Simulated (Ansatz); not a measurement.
CeO$_{2}$:
```yaml
crystal:
  lattice:
    - [0.00000, 2.69929, 2.69929]
    - [2.69929, 0.00000, 2.69929]
    - [2.69929, 2.69929, 0.00000]
  atoms:
    - { symbol: Ce, position: [0.00000, 0.00000, 0.00000] }
    - { symbol: O, position: [0.25000, 0.25000, 0.25000] }
    - { symbol: O, position: [0.75000, 0.75000, 0.75000] }
```

Relaxed with PBEsol. Special points in fractions of this cell's reciprocal vectors: Γ (0.000, 0.000, 0.000); X (0.500, 0.000, 0.500); U (0.625, 0.250, 0.625); K (0.375, 0.375, 0.750); L (0.500, 0.500, 0.500); W (0.500, 0.250, 0.750).

Task: List the band energies nearest the valence-band maximum at these points for PBEsol (plane waves, PAW; program Ansatz).

Result: In eV from the valence-band maximum; about four levels below and three above (degenerate sets whole), none deeper than 8.9 eV; points with the same levels are listed once.

| k | below | above |
|---|---|---|
| Γ | -3.99 -3.99 -3.99 -0.66 -0.66 -0.66 | 2.29 2.29 2.29 |
| X | -1.21 -1.21 -0.84 -0.84 -0.66 | 1.99 2.11 2.11 |
| U | -1.49 -1.32 -0.80 -0.34 | 2.04 2.15 2.16 |
| L | -1.31 -1.26 -0.83 -0.83 | 1.96 2.15 2.15 |
| W | -1.09 -1.09 -0.78 -0.72 | 2.03 2.16 2.16 |

Space group Fm-3m (fluorite). The PBEsol relaxation kept the symmetry of its start. No spin polarisation was allowed. The 4f shell is in the valence. No Hubbard U is applied. Spin–orbit coupling is left out wherever it is not named.

Potentials: the earlier of the program's two PAW sets. The files were generated under PBE; for other functionals the program regenerates the frozen cores, and for LDA and PBEsol the local potential too.
